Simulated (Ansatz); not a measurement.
CdS (wurtzite)

```xyz
4
Lattice="4.1643 0.0000 0.0000 -2.0822 3.6064 0.0000 0.0000 0.0000 6.7688" Properties=species:S:1:pos:R:3 pbc="T T T"
Cd     2.0822     1.2021     0.0067
Cd     0.0000     2.4043     3.3911
S      2.0822     1.2021     4.2252
S      0.0000     2.4043     0.8408
```

The slice is a (-1 1 0 2) plane (indices of the conventional cell) through the point (0.667, 0.333, 0.624) (fractional), spanned by u = [110] and v = [1 -1 1] in vectors of this cell: u (4.16 Å) and v (9.89 Å, at 90° to u). It covers one period; positions are fractions (u, v).

The numbers are results of r2SCAN (plane waves to 500 eV, PAW, scalar-relativistic; Ansatz, a quantum-chemistry and plane-wave program), not measurements. k mesh 9×9×5. These are valence fields of a PAW run, semicore shells included where kept as valence: close to a nucleus they are smooth pseudo fields. CdS was relaxed with its symmetry unable to fall. The PAW data are Ansatz's earlier set.

Q: Sketch the density of the lowest conduction band (whole band as if filled, smooth part) on this plane as a map.

A: 
```
|=#+.     .+#|
|--.       .-|
|            |
|....     ...|
|--::.....::-|
|==-:.....:-=|
|---:.....:--|
|.::.......::|
|   .     .  |
|            |
|=-.       .-|
|*=.   .   .=|
|=:   .:.   :|
|.   .:::.   |
|   .:. .:.  |
|  .::   ::. |
|  .::...::. |
|  .:::::::. |
|.....:::....|
|............|
|....     ...|
|....     ...|
|..         .|
|            |
|:.         .|
|%*:       :*|
|%@*.     .*@|
| ##.     .##|
```
Scale: ten equal steps from 0.005 (start of ' ') to 0.099 (end of '@'), in the order ' .:-=+*#%@'. Values: density of the lowest conduction band (whole band as if filled, smooth part) in e/Å³. The map has 12 points along u (one character each, u = 0 at the left) and 28 along v (v = 0 in the bottom row).
